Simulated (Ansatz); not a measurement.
Total density of states per atom from PBEsol (plane waves, PAW; program Ansatz), in 0.25 eV bins, energy from the valence-band maximum:

```
E (eV)  states/eV/atom
------  --------------
-7.85             0.00
-7.60             0.00
-7.35             0.03
-7.10             0.06
-6.85             0.11
-6.60             0.30
-6.35             0.41
-6.10             0.38
-5.85             0.37
-5.60             0.26
-5.35             0.38
-5.10             0.36
-4.85             0.29
-4.60             0.31
-4.35             0.45
-4.10             0.32
-3.85             0.33
-3.60             0.33
-3.35             0.27
-3.10             0.40
-2.85             0.57
-2.60             0.44
-2.35             0.56
-2.10             0.51
-1.85             0.66
-1.60             0.57
-1.35             0.43
-1.10             0.44
-0.85             0.29
-0.60             0.24
-0.35             0.15
-0.10             0.07
0.15              0.00
0.40              0.00
0.65              0.00
0.90              0.00
1.15              0.00
1.40              0.00
1.65              0.01
1.90              0.09
2.15              0.31
2.40              0.20
2.65              0.14
2.90              0.08
3.15              0.21
3.40              0.27
3.65              0.24
3.90              0.27
4.15              0.19
4.40              0.30
4.65              0.44
4.90              0.43
5.15              0.49
5.40              0.53
5.65              0.55
5.90              0.36
6.15              0.36
6.40              0.42
```

### Question
Pick the material that matches.
A. Al3BC3, P6_3cm (Pearson symbol hP42)
B. TiAl, CsCl type
C. AlNi, CsCl type
D. WC, P-6m2 (W on 1a, C on 1f)

### Answer
A, Al3BC3, P6_3cm (Pearson symbol hP42). Top 1 eV of the valence band: C 2p 84 %, Al 3p 11 %. Bottom 1 eV of the conduction band: B 2p 40 %, Al 3p 20 %, C 2p 20 %, Al 3s 6 %, C 2s 6 %, outside the projected shells 7 %. Projections are on Löwdin-orthogonalised atomic valence shells; empty p or d shells of many metals are not among them.

The workflow started from a Materials Project entry (that database holds measured and hypothetical structures alike); the Crystallography Open Database copy checked does not list it. Its standing as an ambient phase is unchecked. The cell was relaxed with PBEsol under the symmetry of its start; whether a distortion lowers the energy is not shown.

Potentials: the earlier of the program's two PAW sets. The files were generated under PBE; for other functionals the program regenerates the frozen cores, and for LDA and PBEsol the local potential too.
